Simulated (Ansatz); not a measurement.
HgS in space group P4_2/mmc (No. 131; Hg on 2c, S on 2e) under volume change, DFT-PBE in the program Ansatz with PAW potentials, shape and atoms relaxed at each volume.

```tsv
V (Å³/atom)	E − E(relaxed) (meV/atom)	P (GPa)
25.324	(withheld)	(withheld)
26.159	13.8	2.76
26.994	3.3	1.29
27.829	0.0	0.00
28.663	2.9	-1.09
29.498	11.0	-2.01
30.333	(withheld)	(withheld)
```

Problem. Fill in the missing entries.

Solution. 
- 25.324, E − E(relaxed) (meV/atom): 32.0
- 25.324, P (GPa): 4.22
- 30.333, E − E(relaxed) (meV/atom): 23.7
- 30.333, P (GPa): -2.82

Problem. What does a third-order Birch–Murnaghan fit give for V₀, B₀ and B′?

Solution. V₀ = 27.86 Å³/atom, B₀ = 38.4 GPa, B′ = 3.2.

The cell is a constructed one: a structure type filled with these elements; neither database checked (COD, Materials Project) lists it. COD files the formula under space group No. 152, 154, 166, 216, so this cell is another polymorph or a model. Its standing as an ambient phase is unchecked. Symmetry was held in the PBE relaxation; whether a distortion lowers the energy is not shown. Spin–orbit coupling is left out wherever it is not named.

Potentials: the later of the program's two PAW sets.
